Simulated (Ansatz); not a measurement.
Si:
```xyz
2
Lattice="0.0000 2.7010 2.7010 2.7010 0.0000 2.7010 2.7010 2.7010 0.0000" Properties=species:S:1:pos:R:3 pbc="T T T"
Si     2.7010     2.7010     2.7010
Si     4.0516     4.0516     4.0516
```

Relaxed with LDA. Special points in fractions of this cell's reciprocal vectors: Γ (0.000, 0.000, 0.000); X (0.500, 0.000, 0.500); U (0.625, 0.250, 0.625); K (0.375, 0.375, 0.750); L (0.500, 0.500, 0.500); W (0.500, 0.250, 0.750).

Q: List the band energies nearest the valence-band maximum at these points for the program Ansatz at the LDA level (PAW).

A: In eV from the valence-band maximum; about four levels below and three above (degenerate sets whole), none deeper than 8.9 eV; points with the same levels are listed once.

```tsv
k	below	above
Γ	0.00 0.00 0.00	2.53 2.53 2.53
X	-7.87 -7.87 -2.89 -2.89	0.58 0.58 10.11 10.11
U	-8.28 -7.28 -4.40 -2.46	1.08 4.06 7.47
L	-7.07 -1.21 -1.21	1.48 3.29 3.29
W	-7.70 -7.70 -3.94 -3.94	4.18 4.18 4.98 4.98
```

Space group Fd-3m (diamond). Symmetry was held in the LDA relaxation.

Potentials: the later of the program's two PAW sets.
